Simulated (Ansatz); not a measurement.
Input file for Ansatz (an electronic-structure program):

Ansatz 0.2 input:
```yaml
crystal:
  lattice:
    - [4.367394819, 0.0, 0.0]
    - [0.0, 5.3332076317, 0.0]
    - [0.0, 0.0, 3.3443905514]
  atoms:
    - { symbol: Fe, position: [0.0, 0.0, 0.0] }
    - { symbol: Fe, position: [0.5, 0.5, 0.5] }
    - { symbol: S, position: [0.2071501181, 0.3744267141, 0.0] }
    - { symbol: S, position: [0.7071501181, 0.1255732859, 0.5] }
    - { symbol: S, position: [0.2928498819, 0.8744267141, 0.5] }
    - { symbol: S, position: [0.7928498819, 0.6255732859, 0.0] }
kpoints:
  mp_grid: { grid: [6, 5, 8] }
hamiltonian:
  xc: pbesol
  pseudopotentials: { kind: paw }
scf:
  occupations: { method: fixed }
dielectric: {}
```

Output (shortened):

```
Pseudopotential: Fe, paw, valence charge 16
Pseudopotential: S, paw, valence charge 6
Functional definition: PBEsol
Crystal: 6 atoms, lattice volume = 77.898 Å³
Basis set: ecut = 420 eV, 1525 PW (Γ), exchange–correlation on 60×72×48 points (8 copies of the dense FFT grid, shifted against one another)
Bands: 34, of which v1, the nominal top of the filled ones, is band 28 counted from 1 (27 counted from 0)
Symmetry: 8 space group operations
k-points: 122 of 240 (irreducible under 1 space group operation, time reversal used)
SCF iter   1: F=—  HF=-12441.589296 eV  |F-HF|=—  |Δ(HF+E_count)|=         —  Δρ=1.18e-2  dr2=5.22e-2  ethr=1.77e-3  ⟨swp⟩=4.9  Hψ=14719  notcnv=0  defer=470
preconditioner: auto → Resta (q_TF=auto, 2.582 Å⁻¹)
SCF iter   2: F=—  HF=-12441.580770 eV  |F-HF|=—  |Δ(HF+E_count)|=   8.53e-3  Δρ=8.64e-3  dr2=5.96e-2  ethr=9.31e-5  ⟨swp⟩=3.0  Hψ=8771  notcnv=0  defer=438
SCF iter   3: F=—  HF=-12441.577981 eV  |F-HF|=—  |Δ(HF+E_count)|=   2.79e-3  Δρ=8.60e-3  dr2=4.17e-2  ethr=9.31e-5  ⟨swp⟩=2.1  Hψ=5795  notcnv=0  defer=437
SCF iter   4: F=—  HF=-12441.573094 eV  |F-HF|=—  |Δ(HF+E_count)|=   4.89e-3  Δρ=2.08e-3  dr2=2.17e-3  ethr=7.45e-5  ⟨swp⟩=2.0  Hψ=5152  notcnv=0  defer=480
SCF iter   5: F=—  HF=-12441.572506 eV  |F-HF|=—  |Δ(HF+E_count)|=   5.88e-4  Δρ=2.31e-4  dr2=4.13e-5  ethr=3.87e-6  ⟨swp⟩=2.0  Hψ=6622  notcnv=0  defer=488
SCF iter   6: F=—  HF=-12441.572511 eV  |F-HF|=—  |Δ(HF+E_count)|=   5.40e-6  Δρ=1.60e-4  dr2=1.46e-5  ethr=7.38e-8  ⟨swp⟩=2.2  Hψ=5714  notcnv=0  defer=225
SCF iter   7: F=—  HF=-12441.572513 eV  |F-HF|=—  |Δ(HF+E_count)|=   1.85e-6  Δρ=6.03e-5  dr2=1.94e-6  ethr=2.60e-8  ⟨swp⟩=1.0  Hψ=3940  notcnv=0  defer=210
SCF iter   8: F=—  HF=-12441.572513 eV  |F-HF|=—  |Δ(HF+E_count)|=   4.40e-8  Δρ=2.34e-5  dr2=4.00e-7  ethr=3.46e-9  ⟨swp⟩=2.8  Hψ=7201  notcnv=0  defer=210
SCF iter  11: F=-12441.572513 eV  HF=-12441.572513 eV  |F-HF|=9.09e-12  |Δ(HF+E_count)|=  6.37e-11  Δρ=2.13e-7  dr2=2.75e-11  ethr=1.00e-12  ⟨swp⟩=8.2  Hψ=13686  notcnv=0
SCF 1 converged in 11 iterations: F = -12441.572513 eV  dr2 = 2.75e-11
NSCF: frozen V_eff on 4 k-points
DFPT response loops at Γ: preconditioner auto → Resta (q_TF=auto, 2.582 Å⁻¹)  ε∞=7.7 (no band partly filled) …
── the response to a field inside a basis, on 10×8×12 k-points: an SCF that follows is theirs, and a resumed run solves both again ──
Crystal: 6 atoms, lattice volume = 77.898 Å³
Bands: 29, of which v1, the nominal top of the filled ones, is band 28 counted from 1 (27 counted from 0)
k-points: 120 of 960
SCF iter   1: F=—  HF=-12441.543712 eV  |F-HF|=—  |Δ(HF+E_count)|=         —  Δρ=2.03e-4  dr2=6.96e-6  ethr=1.00e-1
preconditioner: auto → Resta (q_TF=auto, 2.582 Å⁻¹)
SCF iter   2: F=—  HF=-12441.543717 eV  |F-HF|=—  |Δ(HF+E_count)|=   4.09e-6  Δρ=1.19e-4  dr2=3.20e-6  ethr=1.24e-8
SCF iter   3: F=—  HF=-12441.543720 eV  |F-HF|=—  |Δ(HF+E_count)|=   3.59e-6  Δρ=1.60e-4  dr2=1.81e-5  ethr=5.71e-9  recentre
SCF iter   4: F=—  HF=-12441.543718 eV  |F-HF|=—  |Δ(HF+E_count)|=   1.84e-6  Δρ=1.88e-5  dr2=2.46e-7  ethr=5.71e-9
SCF iter   5: F=-12441.543718 eV  HF=-12441.543718 eV  |F-HF|=2.04e-10  |Δ(HF+E_count)|=   3.85e-8  Δρ=2.54e-6  dr2=5.14e-9  ethr=4.40e-10
SCF 1 converged in 5 iterations: F = -12441.543718 eV  dr2 = 5.14e-9
DFPT response loops at Γ: preconditioner auto → Resta (q_TF=auto, 2.582 Å⁻¹)  ε∞=7.9 (no band partly filled) …
SCF converged after 11 iterations
Free energy (F): -12441.572513 eV
Harris-Foulkes:  -12441.572513 eV  (|F-HF|=9.09e-12)
Internal energy: -12441.572513 eV  (E = F + TS)
E sigma→0 (E₀):  -12441.572513 eV
Fermi energy:    13.184918 eV
--- Per-component energies (eV) ---
  E_band       = -455.590300
  E_kinetic    = 1152.597444
  E_local      = -6069.293595  (includes V_loc(G=0)·N_el)
  E_nonlocal   = 541.985135
  E_hartree    = 2594.859703
  E_xc         = -627.671951
  E_vxc        = -664.570160  (∫ρ·V_xc dr)
  E_paw        = -5001.065179  (= ΣΔE_a)
  E_vpaw       = -606.030046  (= ΣTr[D̂ρ^β])
  E_aug_tail   = 0.001653  (compensation charges beyond the density's cutoff)
  E_ewald      = -5033.591924
  E_core_change = 0.606201  (= ΣΔE_core)
  E_smearing   =  0.000000  (= −TS)
  E_closure    = 0.000000  (closes the sum)
  Σ components = -12441.572513   (vs F -12441.572513, Δ=0.00e0)
  [band-id]    e_kinetic+e_local+e_nonlocal+2·e_hartree+e_vxc+e_vpaw+e_augmentation_tail = -455.590163   (vs E_band -455.590300, Δ=1.37e-4)
--- Band table (eV; the first three rows and the last of 122) ---
  k-point 0: bands = ["-73.1324", "-73.1322", "-39.4717", "-39.4701", "-39.3307", "-39.3306", "-39.3094", "-39.3082", "-3.8624", "-1.2495", "0.5361", "1.3910", "5.2341", "6.8213", "7.4555", "8.1590", "8.9346", "8.9818", "9.2105", "9.3850", "9.7828", …
  k-point 1: bands = ["-73.1324", "-73.1321", "-39.4715", "-39.4701", "-39.3304", "-39.3304", "-39.3114", "-39.3103", "-3.7143", "-1.2302", "0.6074", "1.4012", "5.4025", "6.8445", "7.5186", "7.8491", "8.3280", "8.8902", "9.1224", "9.7438", "9.8145", …
  k-point 2: bands = ["-73.1321", "-73.1319", "-39.4710", "-39.4699", "-39.3298", "-39.3298", "-39.3163", "-39.3154", "-3.2917", "-1.2443", "0.7987", "1.4136", "5.8254", "6.6220", "7.4511", "7.5223", "7.8288", "8.6251", "8.8003", "9.5372", "9.5545", …
  k-point 121: bands = ["-73.1322", "-73.1322", "-39.4709", "-39.4709", "-39.3306", "-39.3306", "-39.3108", "-39.3108", "-1.8713", "-1.8713", "-0.4742", "-0.4742", "6.3995", "6.3995", "7.5301", "7.5301", "8.9800", "8.9800", "10.6962", "10.6962", "11.3035", …
--- Dielectric response (ions clamped): 3 representative field directions + reference, inside a basis on a mesh of 960 k-points (Σ response iterations 15) ---
  ε∞ (high-frequency dielectric tensor):
       21.389168     0.000000     0.000000
        0.000000    20.131385     0.000000
        0.000000     0.000000    18.622576
  Born effective charges Z* (e; rows j = field, columns β = displacement):
    site 0:
        -4.94685   -0.68770    0.00000
        -0.69031   -5.56626    0.00000
         0.00000    0.00000   -4.08978
    site 1:
        -4.94685    0.68770    0.00000
         0.69031   -5.56626    0.00000
         0.00000    0.00000   -4.08978
    site 2:
         2.47342   -0.24461    0.00000
        -0.30253    2.78313    0.00000
         0.00000    0.00000    2.04489
    site 3:
         2.47342    0.24461    0.00000
         0.30253    2.78313    0.00000
         0.00000    0.00000    2.04489
    site 4:
         2.47342    0.24461    0.00000
         0.30253    2.78313    0.00000
         0.00000    0.00000    2.04489
    site 5:
         2.47342   -0.24461    0.00000
        -0.30253    2.78313    0.00000
         0.00000    0.00000    2.04489
  Z* charge neutrality: 4.307e-3 e pre-enforcement
  solved inside a basis spanned on kpoints, on 10×8×12 k-points, its susceptibility summed on 10×8×14: ε∞ is read to err by 6.9e-2, Z* by 2.0e-2 e (field_mesh …
```

Cost: roughly 4 core-minutes on shared cores.

Space group Pnnm. The cell was relaxed with PBEsol under the symmetry of its start. No spin polarisation was allowed.

Potentials: the later of the program's two PAW sets.

Ansatz is a plane-wave DFT program.
